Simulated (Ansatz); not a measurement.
# Si₃N₄ — ¹⁴N nuclear quadrupole resonance

Cell: a COD entry, ions relaxed with PBE at fixed cell.

```cif
data_Si3N4
_symmetry_space_group_name_H-M 'P6_3/m'
_symmetry_Int_Tables_number 176
_cell_length_a 7.6322
_cell_length_b 7.6322
_cell_length_c 2.9191
_cell_angle_alpha 90.000
_cell_angle_beta 90.000
_cell_angle_gamma 120.000
loop_
_atom_site_label
_atom_site_type_symbol
_atom_site_symmetry_multiplicity
_atom_site_Wyckoff_symbol
_atom_site_fract_x
_atom_site_fract_y
_atom_site_fract_z
Si Si 6 h 0.1745 0.7684 0.2500
N7 N 2 c 0.3333 0.6667 0.2500
N9 N 6 h 0.3299 0.0303 0.2500
```

One atom of each set is listed.

All values are calculated (Ansatz; DFT, PBE, plane waves and PAW (field gradients read without the response of the frozen cores, which leaves them typically 4 to 6 % off), scalar-relativistic, 420 eV cutoff, Γ-centred 4×4×9 k-points, Fermi–Dirac smearing 0.02 eV), not measured.

¹⁴N: I = 1, Q = 20.44 mb (year-2017 value). Static lattice, zero field.

(1) At which frequencies do the ¹⁴N NQR lines lie?

## Answers

(1) For I = 1 the lines are ν± = (3/4)|C_Q|(1 ± η/3) and ν₀ = |C_Q|η/2.

```json
{"site": "N7", "atoms": "2", "V_zz (10²¹ V/m²)": "-5.20", "C_Q (MHz)": "-2.57", "η": "0.00", "line frequencies (MHz)": "1.93"}
{"site": "N9", "atoms": "6", "V_zz (10²¹ V/m²)": "-5.26", "C_Q (MHz)": "-2.60", "η": "0.07", "line frequencies (MHz)": "0.0899, 1.90, 1.99"}
```

An axis of threefold or higher order runs through N7, so V_zz lies along it and η is zero. At N9 V_zz stands upright on the plane through its three neighbours (within 3°).

The database positions were far from equilibrium, so the relaxed structure may not be the compound's real one.
